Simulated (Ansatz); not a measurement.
Starting cell, ZnAu (CsCl type):

```xyz
4
Lattice="6.3735 0.0000 0.0000 0.0000 3.1868 0.0000 0.0000 0.0000 3.1868" Properties=species:S:1:pos:R:3 pbc="T T T"
Zn     1.5934     1.5934     1.5934
Zn     4.7802     1.5934     1.5934
Au     0.0000     0.0000     0.0000
Au     3.1868     0.0000     0.0000
```

The atoms are displaced by Q × the pattern below (from a DFPT mode at X = (0.5, 0.0, 0.0), largest move 1; Q in Å), at fixed cell. (q is in reciprocal vectors of the primitive cell; the cell shown is doubled to hold the pattern.)

```
atom       x      y      z
----  ------  -----  -----
Zn1    1.000  0.000  0.000
Zn2   -1.000  0.000  0.000
```

Atoms not listed stay in place.

Level of theory: PBE (plane waves to 420 eV, PAW, scalar-relativistic; Ansatz, a quantum-chemistry and plane-wave program). k mesh 8×15×15 (Γ-centred), Fermi-Dirac smearing 0.05 eV. E stands for the smeared free energy. Compression counts positive. With partly filled bands, energies and forces of such displacements shift with the k mesh and the smearing. Spin-orbit coupling is left out, though Au is heavy. ZnAu was relaxed with its symmetry unable to fall. The zero of ΔE is the undisplaced structure.

```json
[
 {"Q (Å)": "-0.100", "P (GPa)": "0.5", "ΔE (eV/cell)": "?", "−dE/dQ from forces (eV/Å)": "1.132"},
 {"Q (Å)": "-0.083", "P (GPa)": "0.3", "ΔE (eV/cell)": "0.0390", "−dE/dQ from forces (eV/Å)": "0.939"},
 {"Q (Å)": "-0.067", "P (GPa)": "0.2", "ΔE (eV/cell)": "?", "−dE/dQ from forces (eV/Å)": "0.749"},
 {"Q (Å)": "-0.050", "P (GPa)": "0.1", "ΔE (eV/cell)": "?", "−dE/dQ from forces (eV/Å)": "0.562"},
 {"Q (Å)": "-0.033", "P (GPa)": "0.0", "ΔE (eV/cell)": "0.0062", "−dE/dQ from forces (eV/Å)": "0.374"},
 {"Q (Å)": "-0.017", "P (GPa)": "-0.1", "ΔE (eV/cell)": "0.0016", "−dE/dQ from forces (eV/Å)": "0.187"},
 {"Q (Å)": "0.000", "P (GPa)": "-0.1", "ΔE (eV/cell)": "0.0000", "−dE/dQ from forces (eV/Å)": "0.000"},
 {"Q (Å)": "0.017", "P (GPa)": "-0.1", "ΔE (eV/cell)": "0.0016", "−dE/dQ from forces (eV/Å)": "-0.187"},
 {"Q (Å)": "0.033", "P (GPa)": "0.0", "ΔE (eV/cell)": "0.0062", "−dE/dQ from forces (eV/Å)": "-0.374"},
 {"Q (Å)": "0.050", "P (GPa)": "0.1", "ΔE (eV/cell)": "?", "−dE/dQ from forces (eV/Å)": "-0.562"},
 {"Q (Å)": "0.067", "P (GPa)": "0.2", "ΔE (eV/cell)": "?", "−dE/dQ from forces (eV/Å)": "-0.749"},
 {"Q (Å)": "0.083", "P (GPa)": "0.3", "ΔE (eV/cell)": "0.0390", "−dE/dQ from forces (eV/Å)": "-0.939"},
 {"Q (Å)": "0.100", "P (GPa)": "0.5", "ΔE (eV/cell)": "?", "−dE/dQ from forces (eV/Å)": "-1.132"}
]
```

### Question
What belongs in the gaps?

### Answer

- -0.100, ΔE (eV/cell): 0.0563
- -0.067, ΔE (eV/cell): 0.0250
- -0.050, ΔE (eV/cell): 0.0140
- 0.050, ΔE (eV/cell): 0.0140
- 0.067, ΔE (eV/cell): 0.0250
- 0.100, ΔE (eV/cell): 0.0563

(A displaced cell: forces are minus the slopes of the energy, force constants its curvatures, and phonons follow from these.)
